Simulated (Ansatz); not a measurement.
# Stiffness of Ti from strained cells

```xyz
1
Lattice="-1.6410 1.6410 1.6410 1.6410 -1.6410 1.6410 1.6410 1.6410 -1.6410" Properties=species:S:1:pos:R:3 pbc="T T T"
Ti    0.0000    0.0000    0.0000
```

Conventional cell: a = 3.282 Å, b = 3.282 Å, c = 3.282 Å, α = 90.00°, β = 90.00°, γ = 90.00°. Around Ti (atom 1) lie 8 Ti at 2.84 Å.

The cell comes from COD entry 9012924, which wasn't checked; take it as a given geometry.

These are results of DFT, PBEsol, all-electron LAPW, scalar-relativistic in Ansatz 0.2.0, not measurements.

The runs use a Γ-centred 17×17×17 k mesh, Fermi–Dirac smearing of 0.08 eV, basis error target 1 meV/atom, no spin polarisation.

The unstrained cell is at -6.51 GPa. Large strains and very small stresses are left out. Each strain is applied once, with fractional coordinates held (clamped ions), and σ below is the change of stress, positive in tension. One finite strain gives stress–strain coefficients at this pressure with an error of the order of the strain times third-order constants, a few per cent for each per cent of strain. In a metal the k mesh adds noise of tens of per cent to soft shears.

Question: With equal xy, yz and zx engineering shear strains of -1 %, the run gives σxy = -0.35 GPa and γxy = 2εxy = -0.0100. Which stiffness follows?

Answer: C44 (clamped ions) = σxy/γxy = 35 GPa.

Question: With equal xy, yz and zx engineering shear strains of +1 %, the run gives σxy = 0.39 GPa and γxy = 2εxy = 0.0100. Which stiffness follows?

Answer: C44 (clamped ions) = σxy/γxy = 39 GPa.

Question: The two estimates of C44 (clamped ions) differ. Why, and which value is best?

Answer: Finite strains add third-order terms, and in a metal the k mesh adds noise; two strains on one mesh can't tell these apart, so neither value is shown to be the better.
